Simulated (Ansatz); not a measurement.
NiGe:
```
CELL_PARAMETERS angstrom
      5.28353     0.00000     0.00000
      0.00000     3.46830     0.00000
      0.00000     0.00000     5.72032
ATOMIC_POSITIONS crystal
  Ni 0.99269 0.75000 0.18935
  Ni 0.00731 0.25000 0.81065
  Ni 0.50731 0.25000 0.68935
  Ni 0.49269 0.75000 0.31065
  Ge 0.81132 0.75000 0.59022
  Ge 0.18868 0.25000 0.40978
  Ge 0.68868 0.25000 0.09022
  Ge 0.31132 0.75000 0.90978
```

Relaxed with PBEsol. Special points in fractions of this cell's reciprocal vectors: Γ (0.000, 0.000, 0.000); X (0.500, 0.000, 0.000); S (0.500, 0.500, 0.000); Y (0.000, 0.500, 0.000); Z (0.000, 0.000, 0.500); U (0.500, 0.000, 0.500); R (0.500, 0.500, 0.500); T (0.000, 0.500, 0.500).

List the band energies nearest the Fermi level at these points for DFT-PBEsol with spin–orbit coupling in the program Ansatz with PAW potentials.

In eV from the Fermi level; about four levels below and three above (degenerate sets whole), none deeper than 8.9 eV; points with the same levels are listed once.

```
k                                            below                                    above
-  -----------------------------------------------  ---------------------------------------
Γ                          -1.04 -1.04 -0.80 -0.80                      0.77 0.77 0.89 0.89
X                          -1.57 -1.57 -1.57 -1.57                      0.87 0.87 0.87 0.87
S                          -1.38 -1.38 -1.38 -1.38  0.35 0.35 0.35 0.35 0.36 0.36 0.36 0.36
Y                          -0.48 -0.48 -0.48 -0.48                      2.08 2.08 2.08 2.08
Z                          -0.13 -0.13 -0.13 -0.13                      0.99 0.99 0.99 0.99
U                          -0.87 -0.87 -0.87 -0.87                      0.81 0.81 0.81 0.81
R  -1.58 -1.58 -1.58 -1.58 -1.58 -1.58 -1.58 -1.58                      2.57 2.57 2.57 2.57
T                          -1.50 -1.50 -1.50 -1.50                      0.46 0.46 0.46 0.46
```

Space group Pnma. Symmetry was held in the PBEsol relaxation. The workflow began spin-polarised and lost its moments.

Potentials: the later of the program's two PAW sets.
